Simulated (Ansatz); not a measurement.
## MoP: computed property card

MoP:
```
MoP
1.0
    3.20677     0.00000     0.00000
   -1.60338     2.77714     0.00000
    0.00000     0.00000     3.17361
Mo P
1 1
Direct
  0.00000   0.00000   0.00000
  0.33333   0.66667   0.50000
```

Space group P-6m2 (No. 187); conventional cell a = b = 3.207 Å, c = 3.174 Å, α = β = 90.00°, γ = 120.00°.

Method: plane-wave PAW PBEsol (Ansatz code). The cell and atoms are relaxed at this level. Other levels are named where they apply.

### Cell and energy

- Volume per atom = 14.13 Å³
- Density = 7.46 g/cm³
- Formation energy from the elements (no fitted shifts) = -0.76 eV/atom

### Electronic structure

- Electronic character: metallic (no gap)
- Density of states at the Fermi level: 0.38 states/eV per atom (mean over ±0.08 eV)
- Gap with spin–orbit coupling: none (metallic)

### Mechanics

- Bulk modulus (Birch–Murnaghan fit) = 233 GPa
- Pressure derivative B′ = 4.3
- Elastic constants (relaxed ions, GPa) = C11 = 364, C12 = 133, C13 = 168, C33 = 515, C44 = 184
- Mechanical stability = stable (all eigenvalues of C positive)
- Hill bulk and shear moduli = 238 and 145 GPa
- Young's modulus = 361 GPa
- Poisson's ratio = 0.25
- Debye temperature from the elastic constants = 602 K

### Phonons

Highest zone-centre frequency: 410 cm^-1
Zone-centre stability: no imaginary mode at Γ

The PBEsol relaxation kept the symmetry of its start. The run is not spin-polarised. As this level gives no gap, shear constants depend on the k-mesh and smearing (Fermi–Dirac, 0.1 eV here). As this level gives no gap, phonon frequencies hold no LO–TO term and depend on the k-mesh and smearing (Fermi–Dirac, 0.1 eV here). The references are the lowest solids computed at this level, not always the standard phases. Scalar-relativistic: spin–orbit coupling is off unless named, which matters more the heavier the elements.

Potentials: the earlier of the program's two PAW sets. The files were generated under PBE; for other functionals the program regenerates the frozen cores, and for LDA and PBEsol the local potential too.
